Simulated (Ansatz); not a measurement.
ZnS (NiAs type, P6_3/mmc), DFT-PBEsol in the program Ansatz with PAW potentials. The conduction-band minimum lies at K, with 2 equivalent valleys. Second derivatives d²E/dk² of the lowest band at one valley (eV·Å²), along Cartesian directions:

| direction | d²E/dk² |
|---|---|
| [100] | 25.74 |
| [010] | 25.74 |
| [001] | 37.63 |
| [110] | 25.74 |
| [101] | 31.69 |
| [011] | 31.69 |

Question: Find the principal effective masses, the density-of-states mass and the conductivity mass.

Answer: Off-diagonal terms follow from H_xy = H[110] − (H_xx + H_yy)/2, and m*/mₑ = 7.620 eV·Å² over each eigenvalue: 0.20, 0.30, 0.30. One valley's DOS mass (m₁m₂m₃)^(1/3) = 0.26, conductivity mass 3/(Σ 1/mᵢ) = 0.26 mₑ.

Question: What effective density of states Nc follows at 300 K for parabolic valleys?

Answer: Nc = 2.509e19 × 2 × (0.26)^(3/2) ≈ 6.7e18 cm⁻³.

Question: With the computed static dielectric constant 67.9 (mean of the diagonal), estimate a hydrogenic donor's binding energy and radius.

Answer: E = 13.606 eV × 0.26/67.9² ≈ 0.77 meV; a = 0.529 Å × ε/m* ≈ 140 Å. Semilocal masses tend to be too small when the gap is underestimated.

The start of the workflow was typed in or built on a structure type; neither database checked (COD, Materials Project) lists it. It is not the phase usual at ambient conditions (space group No. 186, 216). Symmetry was held in the PBEsol relaxation; phonons show weakly imaginary modes.

Potentials: the earlier of the program's two PAW sets. The files were generated under PBE; for other functionals the program regenerates the frozen cores, and for LDA and PBEsol the local potential too.
